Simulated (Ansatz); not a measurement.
Cu₃Ge:
```yaml
crystal:
  lattice:
    - [2.68538, 0.00000, 0.00000]
    - [-1.34269, 2.32561, 0.00000]
    - [0.00000, 0.00000, 8.15537]
  atoms:
    - { symbol: Cu, position: [0.00000, 0.00000, 0.50000] }
    - { symbol: Cu, position: [0.66667, 0.33333, 0.74245] }
    - { symbol: Cu, position: [0.66667, 0.33333, 0.25755] }
    - { symbol: Ge, position: [0.00000, 0.00000, 0.00000] }
```

Relaxed with PBEsol. Special points in fractions of this cell's reciprocal vectors: Γ (0.000, 0.000, 0.000); M (0.500, 0.000, 0.000); K (0.333, 0.333, 0.000); A (0.000, 0.000, 0.500); L (0.500, 0.000, 0.500); H (0.333, 0.333, 0.500).

### Question
List the band energies nearest the Fermi level at these points for plane-wave PAW PBEsol with spin–orbit coupling (Ansatz code).

### Answer
In eV from the Fermi level; about four levels below and three above (degenerate sets whole), none deeper than 8.9 eV; points with the same levels are listed once.

| k | below | above |
|---|---|---|
| Γ | -1.90 -1.90 -1.80 -1.80 | 1.45 1.45 10.74 10.74 |
| M | -1.59 -1.59 -0.99 -0.99 | 0.07 0.07 1.45 1.45 |
| K | -1.69 -1.63 -1.56 -1.54 | 1.42 1.44 2.73 2.73 |
| A | -1.90 -1.90 -1.80 -1.80 | 4.05 4.05 6.13 6.13 |
| L | -1.62 -1.62 -1.07 -1.07 | 0.51 0.51 1.68 1.68 |
| H | -1.61 -1.57 -1.33 -1.30 | 1.31 1.33 2.36 2.36 |

Space group P-6m2. The workflow started from a Materials Project entry (that database holds measured and hypothetical structures alike); the Crystallography Open Database copy checked does not list it. Its standing as an ambient phase is unchecked. Symmetry was held in the PBEsol relaxation; whether a distortion lowers the energy is not shown. No spin polarisation was allowed.

Potentials: the later of the program's two PAW sets.
